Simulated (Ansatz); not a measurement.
# Fields on a plane of CaB6 (space group Pm-3m)

```
CaB6
1.0
    4.13683     0.00000     0.00000
    0.00000     4.13683     0.00000
    0.00000     0.00000     4.13683
Ca B
1 6
Direct
  0.00000   0.00000   0.00000
  0.20192   0.50000   0.50000
  0.79808   0.50000   0.50000
  0.50000   0.20192   0.50000
  0.50000   0.79808   0.50000
  0.50000   0.50000   0.20192
  0.50000   0.50000   0.79808
```

The slice is a {100} plane (indices of the conventional cell) through the point (0.500, 0.500, 0.798) (fractional), spanned by u = [100] and v = [010] in vectors of this cell: u (4.14 Å) and v (4.14 Å, at 90° to u). It covers one period; positions are fractions (u, v).

Atoms on it: B at (0.00, 0.00). Other atoms lie within 1 Å of the plane.

All values below come from r2SCAN (plane waves to 500 eV, PAW, scalar-relativistic; Ansatz, an electronic-structure program). k mesh 8×8×8. Inside the PAW spheres the values are not all-electron values, and peaks at nuclei hang on which shells count as valence. CaB6 was relaxed with its symmetry unable to fall.

| v \ u | 0.00 | 0.12 | 0.25 | 0.38 | 0.50 | 0.62 | 0.75 | 0.88 |
|---|---|---|---|---|---|---|---|---|
| 0.94 | x | 0.43 | 0.60 | 0.33 | 0.26 | 0.33 | 0.60 | 0.43 |
| 0.84 | 0.52 | 0.63 | 0.56 | 0.23 | 0.12 | 0.23 | 0.56 | 0.63 |
| 0.75 | 0.60 | 0.58 | 0.36 | 0.05 | 0.03 | 0.05 | 0.36 | 0.58 |
| 0.66 | 0.40 | 0.35 | 0.08 | 0.07 | 0.26 | 0.07 | 0.08 | 0.35 |
| 0.56 | 0.28 | 0.20 | 0.03 | 0.37 | 0.71 | 0.37 | 0.03 | 0.20 |
| 0.47 | 0.28 | 0.18 | 0.03 | 0.44 | 0.75 | 0.44 | 0.03 | 0.18 |
| 0.38 | 0.34 | 0.28 | 0.05 | 0.14 | 0.47 | 0.14 | 0.05 | 0.28 |
| 0.28 | 0.55 | 0.51 | 0.25 | 0.04 | 0.04 | 0.04 | 0.25 | 0.51 |
| 0.19 | 0.61 | 0.64 | 0.52 | 0.16 | 0.07 | 0.16 | 0.52 | 0.64 |
| 0.09 | 0.13 | 0.52 | 0.59 | 0.31 | 0.23 | 0.31 | 0.59 | 0.52 |
| 0.00 | x | 0.34 | 0.60 | 0.34 | 0.28 | 0.34 | 0.60 | 0.34 |

Values: electron localisation function (ELF). Points within 0.3 Å of a nucleus are blanked (x), as the pseudised field means little there.

```
v \ u  0.00  0.09  0.19  0.28  0.38  0.47  0.56  0.66  0.75  0.84  0.94
-----  ----  ----  ----  ----  ----  ----  ----  ----  ----  ----  ----
0.88      x     x   4.9   8.2   8.3   8.2   8.3   8.4   7.7   2.3     x
0.75    6.1   7.2   8.3   7.6   5.8   4.6   4.9   6.4   8.0   8.1   6.6
0.62    8.7   8.5   7.5   4.7  <1.0  <1.0  <1.0   1.8   5.8   8.0   8.6
0.50    9.1   8.6   6.8   2.8  <1.0  <1.0  <1.0  <1.0   4.5   7.6   8.9
0.38    8.7   8.5   7.5   4.7  <1.0  <1.0  <1.0   1.8   5.8   8.0   8.6
0.25    6.1   7.2   8.3   7.6   5.8   4.6   4.9   6.4   8.0   8.1   6.6
0.12      x     x   4.9   8.2   8.3   8.2   8.3   8.4   7.7   2.3     x
0.00      x     x  <1.0   7.5   8.7   9.1   9.0   8.5   6.1     x     x
```

Values: electrostatic potential energy of an electron, from the cell's mean, in eV. Points within 0.7 Å of a nucleus are blanked (x), as the pseudised field means little there. Values under 1 eV are set to 1. The zero, the cell's mean, hangs on the PAW cores.
